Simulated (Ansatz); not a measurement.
Ce (fcc, Cu type)

```
Ce
1.0
    0.00000     2.36609     2.36609
    2.36609     0.00000     2.36609
    2.36609     2.36609     0.00000
Ce
1
Direct
  0.00000   0.00000   0.00000
```

The volume is varied about the relaxed value V₀ at fixed cell shape. Symmetry pins the atoms to their sites.

Computed with PBE (plane waves to 420 eV, PAW, scalar-relativistic; Ansatz, a quantum-chemistry and plane-wave program). k mesh 18×18×18 (Γ-centred), Fermi-Dirac smearing 0.05 eV. Energies are smeared free energies. Stress and pressure are positive under compression. Ce is run without spin polarisation. Ce was relaxed with its symmetry unable to fall. The relaxed volume of Ce is well below the measured one. The filling of the f shell was not checked against other fillings, so treat energies with care. ΔE is measured from the relaxed starting cell. The last digit holds for this mesh only.

```tsv
V (Å³/atom)	ΔE (meV/atom)
24.903	12.5
25.168	withheld
25.433	5.3
25.698	2.9
25.963	1.2
26.228	0.3
26.493	0.0
26.758	0.3
27.022	1.3
27.287	2.8
27.552	4.8
27.817	7.4
28.082	10.4
```

Task: Fit a third-order Birch-Murnaghan form (E₀, V₀, B₀, B₀′ free) to the given rows and predict ΔE at V = 25.168.

Result: Least squares on the 12 given rows: ΔE = E₀ + (9V₀B₀/16)·y²·[2 + (B₀′ − 4)y], y = (V₀/V)^(2/3) − 1, with V₀ = 26.478 Å³/atom, B₀ = 38.25 GPa (160.2 GPa = 1 eV/Å³; the term in eV is multiplied by 1000), B₀′ = 4.48, E₀ = -0.01 meV/atom; root-mean-square residual 0.02 meV/atom. At 25.168 the fit gives 8.5 meV/atom; the calculation gives 8.5 meV/atom, the same to the digits shown. For the pressure the fit gives 2.2 GPa against the computed 2.2 GPa.

(A scan under strain: stresses follow from slopes of the energy per volume, elastic moduli from its curvatures.)
